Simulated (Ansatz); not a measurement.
CuI (zinc blende)

```
CuI
1.0
    0.00000     3.01151     3.01151
    3.01151     0.00000     3.01151
    3.01151     3.01151     0.00000
I Cu
1 1
Direct
  0.75000   0.75000   0.75000
  0.00000   0.00000   0.00000
```

In this cell atom 1 (I, nearest neighbour Cu at 2.608 Å; its periodic images, 4.3 Å or more away, move with it) is moved by s along Cartesian x, unit vector (1.000, 0.000, 0.000); all other atoms and the cell stay fixed.

Computed with r2SCAN (plane waves to 500 eV, PAW, scalar-relativistic; Ansatz, an electronic-structure program). k mesh 8×8×8 (Γ-centred), Fermi-Dirac smearing 0.05 eV. Energies are smeared free energies. F∥ is the force on the atom along that direction. CuI is run without spin polarisation. CuI was relaxed with its symmetry unable to fall. Spin-orbit coupling is left out, though I is heavy. ΔE is measured from the undisplaced structure.

```tsv
s (Å)	ΔE (meV/cell)	F∥ (eV/Å)
-0.780	(withheld)	(withheld)
-0.624	520	1.659
-0.468	292	1.259
-0.312	129	0.832
-0.156	32	0.411
0.000	0	0.000
0.156	32	-0.411
0.312	129	-0.832
0.468	292	-1.259
0.624	520	-1.659
0.780	(withheld)	(withheld)
```

Problem. Complete the blanks.

Solution. 
- -0.780, ΔE (meV/cell): 805
- -0.780, F∥ (eV/Å): 1.960
- 0.780, ΔE (meV/cell): 805
- 0.780, F∥ (eV/Å): -1.960

(For displaced atoms, the force is minus the slope of the energy, and its curvature is a force constant, which sets phonon frequencies.)
